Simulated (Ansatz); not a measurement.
Given:

CoGe₂:
```xyz
6
Lattice="0.0000 3.9683 4.7693 2.2774 0.0000 4.7693 2.2774 3.9683 0.0000" Properties=species:S:1:pos:R:3 pbc="T T T"
Ge     2.2774     5.3179     4.7693
Ge     2.2774     2.6186     4.7693
Ge     3.4162     4.6027     7.1540
Ge     3.4162     7.3020     7.1540
Co     0.0000     0.0000     0.0000
Co     1.1387     1.9841     2.3847
```

This is the PBE-relaxed structure.

Problem. All from the program Ansatz at the PBE level (PAW), unless another level is named. Predict the electronic character.

Solution. metallic (no gap).

Problem. What about the density of states at the Fermi level?

Solution. 0.72 states/eV per atom (mean over ±0.08 eV).

Problem. And the formation energy from the elements (no fitted shifts)?

Solution. 0.22 eV/atom.

Space group Fddd. The cell is a constructed one: a structure type filled with these elements; neither database checked (COD, Materials Project) lists it. Its standing as an ambient phase is unchecked. The PBE relaxation kept the symmetry of its start; its stability against distortions is not shown here. The workflow began spin-polarised and lost its moments. The references are the lowest solids computed at this level, not always the standard phases. Spin–orbit coupling is left out wherever it is not named.

Potentials: the later of the program's two PAW sets.
